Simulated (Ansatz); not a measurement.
W₆Cl: from a guess to a relaxed structure

The calculation used DFT PBE, scalar-relativistic, plane waves, PAW (Ansatz 0.2.0). Cutoff 420 eV, Gaussian smearing, Γ-centred meshes. Cell and atoms relax first on a coarse mesh, the cell is then made exact in the group found at 0.06 to 0.08 Å, and last on a converged mesh; the steps can't lower the symmetry of their start. No spin polarisation.

The guess for W₆Cl was proposed by analogy with related compounds (Pmmm, No. 47). Its size is a guess.

```xyz
7
Lattice="3.1700 0.0000 0.0000 0.0000 4.4800 0.0000 0.0000 0.0000 8.9300" Properties=species:S:1:pos:R:3 pbc="T T T"
W     0.0000    0.0000    0.0000
W     1.5850    0.0000    6.6975
W     1.5850    0.0000    2.2325
W     1.5850    2.2400    0.0000
W     0.0000    2.2400    2.2325
W     0.0000    2.2400    6.6975
Cl    0.0000    0.0000    4.4650
```

The zero of energy is the elements' standard structures at the same level (Cl₂ as a molecule); no fitted shifts are applied.

Problem. Describe the relaxed structure.

Solution. The symmetry stays Pmmm (No. 47). The volume per atom stays near 18.2 Å³. The shortest distance goes from 2.74 Å (W–Cl and W–W) to 2.70 Å (W–W). Conventional cell: a = 3.118 Å, b = 4.466 Å, c = 9.143 Å. Around W on a site of symmetry mmm lie 8 W at 2.72 Å and 6 W at 3.12–3.14 Å; W on a site of symmetry mm2 has 6 W at 2.72 Å, 2 Cl at 2.82 Å and 4 W at 3.12–3.15 Å; W on a second site of symmetry mmm has 8 W at 2.70–2.72 Å and 6 W at 3.12–3.15 Å; W on a second site of symmetry mm2 is surrounded by 6 W at 2.70–2.72 Å, 4 W at 3.12–3.14 Å and 2 Cl at 3.25 Å; Cl has 4 W at 2.82 Å, 2 Cl at 3.12 Å and 4 W at 3.25 Å.

```cif
data_structure
_symmetry_space_group_name_H-M 'Pmmm'
_symmetry_Int_Tables_number 47
_cell_length_a 3.1181
_cell_length_b 4.4664
_cell_length_c 9.1429
_cell_angle_alpha 90.000
_cell_angle_beta 90.000
_cell_angle_gamma 90.000
_cell_volume 127.33
loop_
_atom_site_label
_atom_site_type_symbol
_atom_site_symmetry_multiplicity
_atom_site_Wyckoff_symbol
_atom_site_fract_x
_atom_site_fract_y
_atom_site_fract_z
_atom_site_occupancy
W1 W 1 a 0.00000 0.00000 0.00000 1
W2 W 2 s 0.50000 0.00000 0.75642 1
W3 W 1 f 0.50000 0.50000 0.00000 1
W4 W 2 r 0.00000 0.50000 0.24113 1
Cl1 Cl 1 c 0.00000 0.00000 0.50000 1
```

Problem. Give its energy and gap.

Solution. The formation energy is +0.56 eV/atom and the gap on the 10×8×4 mesh of the 7-atom cell is 0 eV (a metal).

The separate elements lie lower, so it is unstable against them.

The last run used Gaussian smearing of 0.10 eV. These runs have no spin–orbit coupling, which can matter for W. The cell is a metal run without spin; a magnetic state may lie lower. A structure relaxed within its symmetry needn't be a true minimum. Another cell of the same search, in P-1, lies 0.60 eV/atom lower, so this cell isn't the stable form at this level.
